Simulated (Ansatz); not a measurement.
An Ansatz (a quantum-chemistry and plane-wave program) run. Input:

Ansatz 0.2 input:
```yaml
crystal:
  lattice:
    - [2.8834904517, 0.0, 0.0]
    - [-1.4417452258, 2.4971759827, 0.0]
    - [0.0, 0.0, 7.6961060658]
  atoms:
    - { symbol: W, position: [0.3333333333, 0.6666666667, 0.75] }
    - { symbol: W, position: [0.6666666667, 0.3333333333, 0.25] }
    - { symbol: N, position: [0.0, 0.0, 0.9102087566] }
    - { symbol: N, position: [0.0, 0.0, 0.0897912434] }
    - { symbol: N, position: [0.0, 0.0, 0.4102087566] }
    - { symbol: N, position: [0.0, 0.0, 0.5897912434] }
kpoints:
  mp_grid: { grid: [11, 11, 4] }
hamiltonian:
  xc: lda
  pseudopotentials: { kind: paw }
scf:
  occupations: { method: fixed }
elastic: { mode: relaxed_ion, stencil: two_point, amplitude: 0.005, f_tol: 0.0005 }
```

Output (shortened):

```
Pseudopotentials: kind: paw
Pseudopotential: W, paw, valence charge 14
Pseudopotential: N, paw, valence charge 5
Functional definition: SPW92
Crystal: 6 atoms, lattice volume = 55.416 Å³
Basis set: ecut = 420 eV, 1069 PW (Γ)
Bands: 30, of which v1, the nominal top of the filled ones, is band 24 counted from 1 (23 counted from 0)
Symmetry: 24 space group operations
Space group: P63/mmc (ITA 194), of the structure as read, at distance tolerance 3.8e-5 Å
k-points: 48 of 484
PAW frozen core: W, regenerated for the run's functional, and the local potential with it
PAW frozen core: N, regenerated for the run's functional, and the local potential with it
Initial wavefunctions: pseudopotential atomic-orbital guess
Eigensolver: davidson
Functional: x = slater, c = lda
all-band conjugate gradients solve this SCF's bands
SCF 1 converged in 10 iterations: F = -21758.411591 eV  dr2 = 1.05e-15
Crystal: 6 atoms, lattice volume = 55.139 Å³
Symmetry: 8 space group operations
k-points: 108 of 484
Initial density: handed on by an earlier stage of this run
Initial wavefunctions: pseudopotential atomic-orbital guess (no wavefunctions were taken with the density)
SCF 2 converged in 10 iterations: F = -21758.408879 eV  dr2 = 3.33e-15
relax step   1: F+E_penalty+E_count = -21758.40887913 eV  Δ(F+E_penalty+E_count) = +0.000e0 eV  max|allowed force component| = 6.141e-2 eV/Å  Δτ_max = 0.0000 Å  (10 SCF iters, accepted)
density extrapolation: transplant  |δρ|_rms = 7.222e-2 e/Å³  SAD shift = 3.045e-3 e/Å³
Crystal: 6 atoms, lattice volume = 55.139 Å³
Initial wavefunctions: those handed on with the density
SCF 3 converged in 8 iterations: F = -21758.408991 eV  dr2 = 1.07e-14
relax step   2: F+E_penalty+E_count = -21758.40899082 eV  Δ(F+E_penalty+E_count) = -1.117e-4 eV  max|allowed force component| = 3.289e-2 eV/Å  Δτ_max = 0.0017 Å  (8 SCF iters, accepted)
density extrapolation: transplant  |δρ|_rms = 7.218e-2 e/Å³  SAD shift = 7.147e-4 e/Å³
Crystal: 6 atoms, lattice volume = 55.139 Å³
SCF 4 converged in 8 iterations: F = -21758.409022 eV  dr2 = 3.54e-15
relax step   3: F+E_penalty+E_count = -21758.40902249 eV  Δ(F+E_penalty+E_count) = -3.167e-5 eV  max|allowed force component| = 6.788e-4 eV/Å  Δτ_max = 0.0005 Å  (8 SCF iters, accepted)
density extrapolation: transplant  |δρ|_rms = 7.215e-2 e/Å³  SAD shift = 2.778e-5 e/Å³
Crystal: 6 atoms, lattice volume = 55.139 Å³
SCF 5 converged in 6 iterations: F = -21758.409023 eV  dr2 = 5.04e-15
relax step   4: F+E_penalty+E_count = -21758.40902252 eV  Δ(F+E_penalty+E_count) = -2.932e-8 eV  max|allowed force component| = 1.187e-4 eV/Å  Δτ_max = 0.0000 Å  (6 SCF iters, accepted)
Crystal: 6 atoms, lattice volume = 55.139 Å³
SCF 6 converged in 2 iterations: F = -21758.409023 eV  dr2 = 1.71e-15
Crystal: 6 atoms, lattice volume = 55.694 Å³
SCF 7 converged in 10 iterations: F = -21758.408906 eV  dr2 = 4.52e-15
relax step   1: F+E_penalty+E_count = -21758.40890579 eV  Δ(F+E_penalty+E_count) = +0.000e0 eV  max|allowed force component| = 5.892e-2 eV/Å  Δτ_max = 0.0000 Å  (10 SCF iters, accepted)
density extrapolation: transplant  |δρ|_rms = 7.144e-2 e/Å³  SAD shift = 2.933e-3 e/Å³
Crystal: 6 atoms, lattice volume = 55.694 Å³
SCF 8 converged in 8 iterations: F = -21758.409039 eV  dr2 = 1.08e-14
relax step   2: F+E_penalty+E_count = -21758.40903879 eV  Δ(F+E_penalty+E_count) = -1.330e-4 eV  max|allowed force component| = 1.245e-3 eV/Å  Δτ_max = 0.0016 Å  (8 SCF iters, accepted)
density extrapolation: transplant  |δρ|_rms = 7.151e-2 e/Å³  SAD shift = 8.941e-5 e/Å³
Crystal: 6 atoms, lattice volume = 55.694 Å³
SCF 9 converged in 6 iterations: F = -21758.409039 eV  dr2 = 5.90e-14
relax step   3: F+E_penalty+E_count = -21758.40903887 eV  Δ(F+E_penalty+E_count) = -8.224e-8 eV  max|allowed force component| = 7.774e-6 eV/Å  Δτ_max = 0.0001 Å  (6 SCF iters, accepted)
Crystal: 6 atoms, lattice volume = 55.694 Å³
SCF 10 converged in 2 iterations: F = -21758.409039 eV  dr2 = 2.27e-14
Crystal: 6 atoms, lattice volume = 55.139 Å³
SCF 11 converged in 10 iterations: F = -21758.406948 eV  dr2 = 2.60e-15
relax step   1: F+E_penalty+E_count = -21758.40694844 eV  Δ(F+E_penalty+E_count) = +0.000e0 eV  max|allowed force component| = 8.474e-2 eV/Å  Δτ_max = 0.0000 Å  (10 SCF iters, accepted)
density extrapolation: transplant  |δρ|_rms = 7.216e-2 e/Å³  SAD shift = 7.494e-4 e/Å³
Crystal: 6 atoms, lattice volume = 55.139 Å³
SCF 12 converged in 8 iterations: F = -21758.407089 eV  dr2 = 3.48e-15
relax step   2: F+E_penalty+E_count = -21758.40708907 eV  Δ(F+E_penalty+E_count) = -1.406e-4 eV  max|allowed force component| = 4.448e-2 eV/Å  Δτ_max = 0.0005 Å  (8 SCF iters, accepted)
density extrapolation: transplant  |δρ|_rms = 7.220e-2 e/Å³  SAD shift = 8.276e-4 e/Å³
Crystal: 6 atoms, lattice volume = 55.139 Å³
SCF 13 converged in 8 iterations: F = -21758.407143 eV  dr2 = 2.96e-15
relax step   3: F+E_penalty+E_count = -21758.40714278 eV  Δ(F+E_penalty+E_count) = -5.371e-5 eV  max|allowed force component| = 2.368e-4 eV/Å  Δτ_max = 0.0006 Å  (8 SCF iters, accepted)
Crystal: 6 atoms, lattice volume = 55.139 Å³
SCF 14 converged in 2 iterations: F = -21758.407143 eV  dr2 = 9.89e-16
Crystal: 6 atoms, lattice volume = 55.694 Å³
SCF 15 converged in 10 iterations: F = -21758.406845 eV  dr2 = 6.73e-15
relax step   1: F+E_penalty+E_count = -21758.40684456 eV  Δ(F+E_penalty+E_count) = +0.000e0 eV  max|allowed force component| = 7.610e-2 eV/Å  Δτ_max = 0.0000 Å  (10 SCF iters, accepted)
density extrapolation: transplant  |δρ|_rms = 7.150e-2 e/Å³  SAD shift = 1.413e-3 e/Å³
Crystal: 6 atoms, lattice volume = 55.694 Å³
SCF 16 converged in 8 iterations: F = -21758.407015 eV  dr2 = 1.19e-14
relax step   2: F+E_penalty+E_count = -21758.40701497 eV  Δ(F+E_penalty+E_count) = -1.704e-4 eV  max|allowed force component| = 6.171e-3 eV/Å  Δτ_max = 0.0010 Å  (8 SCF iters, accepted)
density extrapolation: transplant  |δρ|_rms = 7.142e-2 e/Å³  SAD shift = 1.247e-4 e/Å³
Crystal: 6 atoms, lattice volume = 55.694 Å³
SCF 17 converged in 7 iterations: F = -21758.407016 eV  dr2 = 3.65e-15
relax step   3: F+E_penalty+E_count = -21758.40701609 eV  Δ(F+E_penalty+E_count) = -1.121e-6 eV  max|allowed force component| = 3.273e-5 eV/Å  Δτ_max = 0.0001 Å  (7 SCF iters, accepted)
Crystal: 6 atoms, lattice volume = 55.694 Å³
SCF 18 converged in 2 iterations: F = -21758.407016 eV  dr2 = 1.32e-15
Crystal: 6 atoms, lattice volume = 55.416 Å³
Symmetry: 4 space group operations
k-points: 138 of 484
SCF 19 converged in 10 iterations: F = -21758.410325 eV  dr2 = 4.64e-14
relax step   1: F+E_penalty+E_count = -21758.41032550 eV  Δ(F+E_penalty+E_count) = +0.000e0 eV  max|allowed force component| = 5.239e-2 eV/Å  Δτ_max = 0.0000 Å  (10 SCF iters, accepted)
density extrapolation: transplant  |δρ|_rms = 7.183e-2 e/Å³  SAD shift = 2.119e-3 e/Å³
Crystal: 6 atoms, lattice volume = 55.416 Å³
SCF 20 converged in 9 iterations: F = -21758.410560 eV  dr2 = 2.26e-14
relax step   2: F+E_penalty+E_count = -21758.41056025 eV  Δ(F+E_penalty+E_count) = -2.348e-4 eV  max|allowed force component| = 1.425e-2 eV/Å  Δτ_max = 0.0018 Å  (9 SCF iters, accepted)
density extrapolation: transplant  |δρ|_rms = 7.183e-2 e/Å³  SAD shift = 7.810e-4 e/Å³
Crystal: 6 atoms, lattice volume = 55.416 Å³
SCF 21 converged in 8 iterations: F = -21758.410579 eV  dr2 = 7.04e-14
relax step   3: F+E_penalty+E_count = -21758.41057854 eV  Δ(F+E_penalty+E_count) = -1.829e-5 eV  max|allowed force component| = 2.676e-4 eV/Å  Δτ_max = 0.0007 Å  (8 SCF iters, accepted)
Crystal: 6 atoms, lattice volume = 55.416 Å³
SCF 22 converged in 2 iterations: F = -21758.410579 eV  dr2 = 2.86e-15
Crystal: 6 atoms, lattice volume = 55.416 Å³
SCF 23 converged in 10 iterations: F = -21758.410325 eV  dr2 = 4.51e-14
relax step   1: F+E_penalty+E_count = -21758.41032550 eV  Δ(F+E_penalty+E_count) = +0.000e0 eV  max|allowed force component| = 5.239e-2 eV/Å  Δτ_max = 0.0000 Å  (10 SCF iters, accepted)
density extrapolation: transplant  |δρ|_rms = 7.183e-2 e/Å³  SAD shift = 2.898e-3 e/Å³
Crystal: 6 atoms, lattice volume = 55.416 Å³
SCF 24 converged in 9 iterations: F = -21758.410579 eV  dr2 = 2.44e-14
relax step   2: F+E_penalty+E_count = -21758.41057851 eV  Δ(F+E_penalty+E_count) = -2.530e-4 eV  max|allowed force component| = 8.514e-4 eV/Å  Δτ_max = 0.0024 Å  (9 SCF iters, accepted)
density extrapolation: transplant  |δρ|_rms = 7.183e-2 e/Å³  SAD shift = 8.343e-5 e/Å³
Crystal: 6 atoms, lattice volume = 55.416 Å³
SCF 25 converged in 7 iterations: F = -21758.410579 eV  dr2 = 1.82e-14
relax step   3: F+E_penalty+E_count = -21758.41057854 eV  Δ(F+E_penalty+E_count) = -2.459e-8 eV  max|allowed force component| = 3.284e-4 eV/Å  Δτ_max = 0.0000 Å  (7 SCF iters, accepted)
Crystal: 6 atoms, lattice volume = 55.416 Å³
SCF 26 converged in 2 iterations: F = -21758.410579 eV  dr2 = 5.29e-15
SCF converged after 10 iterations
Free energy (F): -21758.411591 eV
Harris-Foulkes:  -21758.411591 eV  (|F-HF|=3.64e-12)
Internal energy: -21758.411591 eV  (E = F + TS)
E sigma→0 (E₀):  -21758.411591 eV
Fermi energy:    17.882112 eV
--- Per-component energies (eV) ---
  E_band       = -155.431964
  E_kinetic    = 1437.858314
  E_local      = -2073.153059  (includes V_loc(G=0)·N_el)
  E_nonlocal   = 197.702617
  E_hartree    = 704.125992
  E_xc         = -770.113938
  E_vxc        = -784.518999  (∫ρ·V_xc dr)
  E_paw        = -17092.309886  (= ΣΔE_a)
  E_vpaw       = -341.573083  (= ΣTr[D̂ρ^β])
  E_aug_tail   = 0.000260  (compensation charges beyond the density's cutoff)
  E_ewald      = -4163.408374
  E_core_change = 0.886482  (= ΣΔE_core)
  E_smearing   =  0.000000  (= −TS)
  E_closure    = 0.000000  (closes the sum)
  Σ components = -21758.411591   (vs F -21758.411591, Δ=0.00e0)
--- Forces (eV/Å), atoms counted from 1 ---
  atom   1  W      0.00000000     0.00000000     0.00000000
  atom   2  W      0.00000000     0.00000000     0.00000000
  atom   3  N      0.00000000     0.00000000     0.00015153
  atom   4  N      0.00000000     0.00000000    -0.00015153
  atom   5  N      0.00000000     0.00000000     0.00015153
  atom   6  N      0.00000000     0.00000000    -0.00015153
  max |Σ_I F_I| component: 2.78e-17 eV/Å
--- Stress (GPa, compression-positive) ---
       -0.003538       0.000000       0.000000
        0.000000      -0.003538       0.000000
        0.000000       0.000000      -0.000750
  P = ⅓ Tr σ = -0.0026 GPa (-0.026 kbar)
  The stress holds the Pulay correction. Without it, at fixed plane waves, as pw.x and ABINIT print it: P = -0.8940 GPa
  The stress includes an estimate of the error left by incomplete SCF convergence (largest component 0.0000 GPa).
--- Band table (eV; the first three rows and the last of 48) ---
  k-point 0: bands = ["-56.4508", "-56.4505", "-20.7684", "-20.7267", "-20.4517", "-20.4517", "-20.4516", "-20.4516", "-2.9177", "-1.8762", "2.2319", "6.4759", "6.5619", "11.8165", "11.8165", "12.2014", "12.8756", "12.8756", "13.6819", "13.6819", "14.8242", …
  k-point 1: bands = ["-56.4508", "-56.4505", "-20.7624", "-20.7329", "-20.4517", "-20.4517", "-20.4517", "-20.4517", "-2.7976", "-2.0757", "2.6346", "4.9862", "8.1571", "11.3686", "11.9016", "11.9016", "12.5527", "12.5527", "14.1463", "14.1463", "15.4390", …
  k-point 2: bands = ["-56.4506", "-56.4506", "-20.7477", "-20.7477", "-20.4517", "-20.4517", "-20.4517", "-20.4517", "-2.4730", "-2.4730", "3.6432", "3.6432", "9.8236", "9.8236", "12.1552", "12.1552", "12.1552", "12.1552", "14.9267", "14.9267", "14.9267", …
  k-point 47: bands = ["-56.3734", "-56.3734", "-21.2191", "-21.2191", "-20.9967", "-20.9967", "-20.5297", "-20.5297", "-1.3563", "-1.3563", "4.9410", "4.9410", "9.1589", "9.1589", "9.5541", "9.5541", "11.1616", "11.1616", "13.2812", "13.2812", "15.4608", …
  band table: 30 of 30 bands, residual norms ≤ 1.0e-3 eV
--- Elastic constants: 3 strain directions × 2 members + reference (group order 24) ---
  dense FFT box of the reference and of every strained cell: 20×20×54
  strains applied: 11, 33, 23; error gains …
  C = ∂σ_k/∂η_j (tension-positive GPa; Voigt order 11 22 33 23 13 12):
       634.731    207.900    236.574      0.000      0.000      0.000
       207.900    634.731    236.574      0.000      0.000      0.000
       236.631    236.631   1062.975      0.000      0.000      0.000
         0.000      0.000      0.000    251.011      0.000      0.000
         0.000      0.000      0.000      0.000    251.011      0.000
         0.000      0.000      0.000      0.000      0.000    213.415
  reference stress σ⁰ (GPa):      0.004      0.004      0.001      0.000      0.000      0.000
  moduli (Voigt/Reuss/Hill, GPa): K = 410.52/387.57/399.04   G = 253.18/244.12/248.65   E = 617.65   ν = 0.242
  mechanically stable: yes (min eigenvalue of sym C = 213.42 GPa)
  strain η (Voigt 11):  stress-route row diagonal C_11 = 634.73 GPa, energy-path curvature d²(F+E_count+ΔE)/dδ²/Ω₀ = 634.33 GPa
         δ    σ_11 (GPa)             F (eV)   n_scf  n_hpsi   n_pw
    -5.000e-3      -3.2284      -21758.4090225       2   26847   1094   relax 4 steps, max|allowed force component| 1.19e-4 eV/Å
     5.000e-3       3.1189      -21758.4090389       2   26839   1103   relax 3 steps, max|allowed force component| 7.77e-6 eV/Å
  strain η (Voigt 33):  stress-route row diagonal C_33 = 1062.97 GPa, energy-path curvature d²(F+E_count+ΔE)/dδ²/Ω₀ = 1063.21 GPa
         δ    σ_33 (GPa)             F (eV)   n_scf  n_hpsi   n_pw
    -5.000e-3      -5.3751      -21758.4071428       2   11853   1096   relax 3 steps, max|allowed force component| 2.37e-4 eV/Å
     5.000e-3       5.2547      -21758.4070161       2   11857   1106   relax 3 steps, max|allowed force component| 3.27e-5 eV/Å
  strain η (Voigt 23):  stress-route row diagonal C_44 = 251.01 GPa, energy-path curvature d²(F+E_count+ΔE)/dδ²/Ω₀ = 251.10 GPa
         δ    σ_23 (GPa)             F (eV)   n_scf  n_hpsi   n_pw
    -5.000e-3      -1.2550      -21758.4105785       2   34530   1100   relax 3 steps, max|allowed force component| 2.68e-4 eV/Å
     5.000e-3       1.2551      -21758.4105785       2   34373   1100   relax 3 steps, max|allowed force component| 3.28e-4 eV/Å
```

Cost: about 2.1 core-minutes (a rough figure) on shared cores.

Space group P6_3/mmc. The workflow started from a Materials Project entry (that database holds measured and hypothetical structures alike); the Crystallography Open Database copy checked does not list it. Its standing as an ambient phase is unchecked. The LDA relaxation kept the symmetry of its start; whether a distortion lowers the energy is not shown. The run is not spin-polarised. Scalar-relativistic: spin–orbit coupling is off unless named, which matters more the heavier the elements.

Potentials: the later of the program's two PAW sets.

Ansatz is a plane-wave DFT program.
